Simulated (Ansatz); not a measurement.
Relaxed AlNi (CsCl type):

```yaml
crystal:
  lattice:
    - [2.89266, 0.00000, 0.00000]
    - [0.00000, 2.89266, 0.00000]
    - [0.00000, 0.00000, 2.89266]
  atoms:
    - { symbol: Al, position: [0.00000, 0.00000, 0.00000] }
    - { symbol: Ni, position: [0.50000, 0.50000, 0.50000] }
```

In this cell atom 2 (Ni, nearest neighbour Al at 2.505 Å; its periodic images, 2.9 Å or more away, move with it) is moved by s along Cartesian [110], unit vector (0.707, 0.707, 0.000); all other atoms and the cell stay fixed.

Calculation: PBE (plane waves to 420 eV, PAW, scalar-relativistic; Ansatz, an electronic-structure program). k mesh 13×13×13 (Γ-centred), Fermi-Dirac smearing 0.05 eV. E stands for the smeared free energy. With partly filled bands, energies and forces of such displacements shift with the k mesh and the smearing. AlNi is run without spin polarisation. AlNi was relaxed with its symmetry unable to fall. The PAW data are Ansatz's earlier set. The zero of ΔE is the undisplaced structure. The last digit holds for this mesh only.

```csv
s (Å),ΔE (meV/cell)
-0.750,2301.8
-0.600,withheld
-0.450,670.5
-0.300,274.1
-0.150,64.8
0.000,0.0
0.150,64.8
0.300,274.1
0.450,670.5
0.600,withheld
0.750,2301.8
```

Problem. Fit an even polynomial form (powers 2, 4, 6) to the given rows and predict ΔE at s = 0.600.

Solution. Least squares on the 9 given rows: ΔE = (2825)·s² + (2481)·s⁴ + (-407.1)·s⁶, in meV/cell with s in Å; root-mean-square residual 0.10 meV/cell. At 0.600 the fit gives 1319.5 meV/cell; the calculation gives 1319.8 meV/cell, so the interpolation is off by -0.3 (-0.0 %). The quadratic term alone would give 1017.0 meV/cell.

(A displaced cell: forces are minus the slopes of the energy, force constants its curvatures, and phonons follow from these.)
